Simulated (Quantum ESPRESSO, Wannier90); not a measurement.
# Ca$_{3}$BiN (anti-perovskite): Wannier90 run

```xyz
5
Lattice="4.9004 0.0000 0.0000 0.0000 4.9004 0.0000 0.0000 0.0000 4.9004" Properties=species:S:1:pos:R:3 pbc="T T T"
Ca     2.4502     0.0000     2.4502
Ca     0.0000     2.4502     2.4502
Ca     2.4502     2.4502     0.0000
Bi     0.0000     0.0000     0.0000
N      2.4502     2.4502     2.4502
```

Cell from Materials Project (mp-31149), symmetrised, no further relaxation. COD (Crystallography Open Database) has an entry of this formula and space group (matched by these alone). Computed values, not measurements, from LDA: Quantum ESPRESSO (norm-conserving PseudoDojo potentials, cutoff 68 Ry, no spin polarisation, no spin-orbit coupling) on a Γ-centred 4×4×4 mesh, then Wannier90. Density: 6×6×6 mesh, Gaussian smearing 0.01 Ry. Spin-orbit coupling is left out although heavy elements are present.

Bands 20-25 form an isolated set from -3.36 to 0.00 eV relative to the valence-band maximum (on the path) and are turned into 6 Wannier functions by minimising the spread from the start: atomic waves Bi 6p, N 2p.

Task: Where do the functions sit, how wide are they and what are they made of?

Result: 
```tsv
functions	spread (Å²)	nearest atom, distance (Å)	second atom, distance (Å)	weight on atomic waves
3	4.16	Bi 0.00	Ca 3.47	Bi 6p 80 %, Ca 4s 10 %
3	2.06	N 0.00	Ca 2.45	N 2p 80 %, Ca 4s 7 %
```

Ω_I = 18.51 Å², Ω_total = 18.67 Å²; the interpolated bands follow pw.x to 33 meV rms on the path. Only this start was tried; a symmetric start can stop on a saddle, and mixtures of these functions could lower the total by at most Ω_total − Ω_I.
